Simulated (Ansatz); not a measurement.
Zr$_{2}$N (anti-rutile, P4_2/mnm) at seven volumes, the program Ansatz at the PBEsol level (PAW), shape and atoms relaxed at each. One row is withheld.

```json
[
 {"V (Å³/atom)": "14.311", "P (GPa)": "?"},
 {"V (Å³/atom)": "14.782", "P (GPa)": "13.17"},
 {"V (Å³/atom)": "15.254", "P (GPa)": "6.08"},
 {"V (Å³/atom)": "15.726", "P (GPa)": "-0.01"},
 {"V (Å³/atom)": "16.198", "P (GPa)": "-5.22"},
 {"V (Å³/atom)": "16.669", "P (GPa)": "-9.67"},
 {"V (Å³/atom)": "17.141", "P (GPa)": "-13.45"}
]
```

Problem. Fit the shown pressures and predict the withheld one.

Solution. P = (3/2)B₀(x^(7/2) − x^(5/2))[1 + (3/4)(B′ − 4)(x − 1)] with x = (V₀/V)^(2/3). Least squares on the six rows gives V₀ = 15.725 Å³/atom, B₀ = 187 GPa, B′ = 4.21. At V = 14.311, x = 1.0648 and P = 21.49 GPa. The run itself gave 21.33 GPa.

The first step of the workflow began from a Materials Project structure, measured or hypothetical; the Crystallography Open Database copy checked does not list it. Its standing as an ambient phase is unchecked. The cell was relaxed with PBEsol under the symmetry of its start; of distortions, only those at the zone centre were tested. The run is not spin-polarised.

Potentials: the later of the program's two PAW sets.
